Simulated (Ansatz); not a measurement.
HfSiO4 in space group I4_1/amd (No. 141; Hf on 4a, Si on 4b, O on 16h), the program Ansatz at the r²SCAN level (PAW), all energies at zero smearing, with the estimated change up to a 700 eV cutoff added, with one set of potentials and settings (totals compare only within such a set). Cell of 12 atoms (2 Hf, 2 Si, 8 O): -37313.573 eV.

```json
[
 {"element": "Hf", "reference phase": "P6_3/mmc, 2 atoms in the cell", "E (eV/atom)": "-15733.0631"},
 {"element": "Si", "reference phase": "Fd-3m, 2 atoms in the cell", "E (eV/atom)": "-639.0667"},
 {"element": "O", "reference phase": "C2/m, 4 atoms in the cell, spin-polarised", "E (eV/atom)": "-566.0281"}
]
```

Formation energy per atom, worked out: (-37313.573 − 2×(-15733.0631) − 2×(-639.0667) − 8×(-566.0281))/12 = -3.424 eV/atom (-330 kJ per mol of atoms), at 0 K, without zero-point energy or fitted corrections.

Symmetry was held in the r²SCAN relaxation. The run is not spin-polarised. The references are the lowest solids computed at this level, not always the standard phases (solids in place of the gases). Spin–orbit coupling is left out wherever it is not named.

Potentials: the later of the program's two PAW sets.
